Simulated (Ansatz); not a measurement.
**Calculated O-17 NMR of the central transition for Al2S3O12**

Cell: a COD entry, ions relaxed with PBE at fixed cell.

Space group R-3:H (No. 148); a = 8.0320, c = 21.3600 Å, γ = 120.00°.

```
site  Wyckoff  site symmetry       x       y       z
 Al1       6c             3.  0.0000  0.0000  0.8573
 Al3       6c             3.  0.0000  0.0000  0.6482
   S      18f              1  0.6211  0.9564  0.4161
 O11      18f              1  0.1995  0.1912  0.8089
 O17      18f              1  0.6972  0.1649  0.4223
 O23      18f              1  0.7803  0.9189  0.4026
 O29      18f              1  0.1430  0.2207  0.6983
```

One atom of each set is listed; the run and its k-mesh use a cell of 34 atoms with edges of 8.50, 8.50, 8.50 Å.

All values are calculated (Ansatz; DFT, PBE, plane waves and PAW, scalar-relativistic, 420 eV cutoff, Γ-centred 3×3×3 k-points, Fermi–Dirac smearing 0.02 eV), not measured.

O-17 has I = 5/2 and Q = -25.58 mb (Pyykkö 2018); at 14.1 T its Larmor frequency is ν₀ = 81.4 MHz. Only the quadrupole interaction is simulated: positions count from each site's isotropic chemical shift, and shift anisotropy, dipolar and J coupling are left out.

Question: Give C_Q, η, the quadrupolar product P_Q = |C_Q|(1 + η²/3)^½, the second-order isotropic shift and the breadth of the pattern (static powder) for each O site.

Answer: 

```
site                                first shell  C_Q (MHz)     η  P_Q (MHz)  δ_QIS (ppm)  breadth (kHz)
 O11  1 S at 1.48 Å, 1 Al at 1.88 Å, angle 154°      -9.38  0.09       9.39        -79.8           36.5
 O17  1 S at 1.47 Å, 1 Al at 1.88 Å, angle 138°      -9.08  0.24       9.17        -76.1           38.5
 O23  1 S at 1.48 Å, 1 Al at 1.89 Å, angle 143°      -9.31  0.12       9.33        -78.8           36.8
 O29  1 S at 1.49 Å, 1 Al at 1.89 Å, angle 140°      -9.15  0.11       9.17        -76.1           35.3
```

δ_QIS = −(ν_Q²/30ν₀²)[I(I+1) − 3/4](1 + η²/3) × 10⁶ ppm with ν_Q = 3|C_Q|/[2I(2I−1)]; it falls as 1/B₀² in ppm, and the breadth as 1/B₀ in kHz.

At O11, O17, O23 and O29 V_zz points along the shorter of its two bonds, to S (within 6°) in each case.

The relaxation (7 steps) took 2.7 min of wall time (2.7 min of CPU time) and 0.81 GiB at its peak, on 1 thread of Arm Neoverse V1 (aarch64; 8 cores open to the job, memory cap 3.0 GiB, no GPU), a shared host with a load of 0.4 a core.
